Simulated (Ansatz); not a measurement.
## Cs$_{2}$BP$_{2}$: relaxation (Ansatz)

The input file (Ansatz 0.2.0, plane waves):

```yaml
crystal:
  lattice:
    - [0.0, 0.0, 6.102177]
    - [6.956541, -3.674503, 3.051089]
    - [6.956541, 3.674503, -3.051089]
  atoms:
    - { symbol: Cs, position: [0.3364, 0.0147, 0.6875] }
    - { symbol: Cs, position: [0.6636, 0.9853, 0.3125] }
    - { symbol: Cs, position: [0.1636, 0.6875, 0.0147] }
    - { symbol: Cs, position: [0.8364, 0.3125, 0.9853] }
    - { symbol: B, position: [0.25, 0.5, 0.5] }
    - { symbol: B, position: [0.75, 0.5, 0.5] }
    - { symbol: P, position: [0.348, 0.7393, 0.4353] }
    - { symbol: P, position: [0.652, 0.2607, 0.5647] }
    - { symbol: P, position: [0.152, 0.4353, 0.7393] }
    - { symbol: P, position: [0.848, 0.5647, 0.2607] }
  symmetry: { tolerance: 0.0003 }
kpoints:
  mp_grid: { grid: [4, 4, 4], shift: [0, 0, 0] }
magnetization:
  spin_polarized: false
scf:
  occupations: { method: gaussian, width: 0.0232 }
  lower_state_search: "off"
hamiltonian:
  pseudopotentials: { kind: paw }
  xc: pbe
basis:
  ecutwfc: 420
  fft_grid_basis: typed
relax:
  max_steps: 40
output:
  forces: true
  stress: true
  eigenvalues: true
  bader: true
  populations: true
  elf: true
  write_potential: true
  volumetric_format: npy
  dos:
    e_range: [-12, 8]
    de: 0.05
    projected: { site_lists: { B: [B], Cs: [Cs], P: [P] } }
checkpoint:
  read: saved_state
```

Run with:

```bash
ansatz run input.yaml --threads 2 --pin off --max-ram 3584MiB --backend cpu --events-out ev --progress --plain --runs-dir out
```

Origin of the cell: a known structure type with other elements, at an estimated volume, so it need not be a known compound.

The saved state is a converged single point of the same cell.

Steps:

```
step  ΔF (meV/atom)  max force component (eV/Å)  SCF iterations  step was
   1            0.0                       1.888               6  accepted
   2         -153.1                       0.863               6  accepted
   3         -185.6                       0.250               6  accepted
   4         -187.2                       0.032               5  accepted
   5         -187.2                       0.008               5  accepted
```

Step 1, with forces in eV/Å:

```xyz
10
Lattice="0.000 0.000 6.102 6.957 -3.675 3.051 6.957 3.675 -3.051" Properties=species:S:1:pos:R:3:forces:R:3 pbc="T T T" step=1
Cs    4.885    2.472    0.000    0.219   -0.269    0.000
Cs    9.028   -2.472    6.102   -0.219    0.269    0.000
Cs    4.885   -2.472    3.051    0.219    0.269    0.000
Cs    9.028    2.472    3.051   -0.219   -0.269    0.000
B     6.957    0.000    1.526    0.000    0.000    0.000
B     6.957    0.000    4.577    0.000    0.000    0.000
P     8.171   -1.117    3.051   -1.888    1.688    0.000
P     5.742    1.117    3.051    1.888   -1.688    0.000
P     8.171    1.117    0.000   -1.888   -1.688    0.000
P     5.742   -1.117    6.102    1.888    1.688    0.000
```

Step 2, with forces in eV/Å:

```xyz
10
Lattice="0.000 0.000 6.102 6.957 -3.675 3.051 6.957 3.675 -3.051" Properties=species:S:1:pos:R:3:forces:R:3 pbc="T T T" step=2
Cs    4.907    2.445    0.000    0.131   -0.245    0.000
Cs    9.006   -2.445    6.102   -0.131    0.245    0.000
Cs    4.907   -2.445    3.051    0.131    0.245    0.000
Cs    9.006    2.445    3.051   -0.131   -0.245    0.000
B     6.957    0.000    1.526    0.000    0.000    0.000
B     6.957    0.000    4.577    0.000    0.000    0.000
P     8.025   -0.988    3.051   -0.863    0.823    0.000
P     5.888    0.988    3.051    0.863   -0.823    0.000
P     8.025    0.988    0.000   -0.863   -0.823    0.000
P     5.888   -0.988    6.102    0.863    0.823    0.000
```

Step 3, with forces in eV/Å:

```xyz
10
Lattice="0.000 0.000 6.102 6.957 -3.675 3.051 6.957 3.675 -3.051" Properties=species:S:1:pos:R:3:forces:R:3 pbc="T T T" step=3
Cs    4.942    2.340    0.000   -0.041    0.013    0.000
Cs    8.971   -2.340    6.102    0.041   -0.013    0.000
Cs    4.942   -2.340    3.051   -0.041   -0.013    0.000
Cs    8.971    2.340    3.051    0.041    0.013    0.000
B     6.957    0.000    1.526    0.000    0.000    0.000
B     6.957    0.000    4.577    0.000    0.000    0.000
P     7.932   -0.886    3.051    0.250   -0.191    0.000
P     5.981    0.886    3.051   -0.250    0.191    0.000
P     7.932    0.886    0.000    0.250    0.191    0.000
P     5.981   -0.886    6.102   -0.250   -0.191    0.000
```

Step 4, with forces in eV/Å:

```xyz
10
Lattice="0.000 0.000 6.102 6.957 -3.675 3.051 6.957 3.675 -3.051" Properties=species:S:1:pos:R:3:forces:R:3 pbc="T T T" step=4
Cs    4.923    2.341    0.000    0.017   -0.007    0.000
Cs    8.990   -2.341    6.102   -0.017    0.007    0.000
Cs    4.923   -2.341    3.051    0.017    0.007    0.000
Cs    8.990    2.341    3.051   -0.017   -0.007    0.000
B     6.957    0.000    1.526    0.000    0.000    0.000
B     6.957    0.000    4.577    0.000    0.000    0.000
P     7.949   -0.899    3.051    0.023   -0.032    0.000
P     5.964    0.899    3.051   -0.023    0.032    0.000
P     7.949    0.899    0.000    0.023    0.032    0.000
P     5.964   -0.899    6.102   -0.023   -0.032    0.000
```

Step 5, with forces in eV/Å:

```xyz
10
Lattice="0.000 0.000 6.102 6.957 -3.675 3.051 6.957 3.675 -3.051" Properties=species:S:1:pos:R:3:forces:R:3 pbc="T T T" step=5
Cs    4.932    2.342    0.000   -0.007   -0.002    0.000
Cs    8.981   -2.342    6.102    0.007    0.002    0.000
Cs    4.932   -2.342    3.051   -0.007    0.002    0.000
Cs    8.981    2.342    3.051    0.007   -0.002    0.000
B     6.957    0.000    1.526    0.000    0.000    0.000
B     6.957    0.000    4.577    0.000    0.000    0.000
P     7.952   -0.903    3.051   -0.004    0.008    0.000
P     5.962    0.903    3.051    0.004   -0.008    0.000
P     7.952    0.903    0.000   -0.004   -0.008    0.000
P     5.962   -0.903    6.102    0.004    0.008    0.000
```

```yaml
Free_energy_lowered_by: 187.2 meV/atom
Final_pressure: -0.58 GPa
Relaxation_steps_listed: 5
Gap_on_the_mesh: none (metal)
```

Caveats: the SCF threshold is looser than advised for a stress; the k mesh is coarse if the cell is a metal; the relaxation held the start's symmetry, so the end may be a saddle point.

It ran for 86 s on 2 threads of Arm Neoverse V2, with other jobs on the host, peak memory 0.73 GiB, from a saved density.
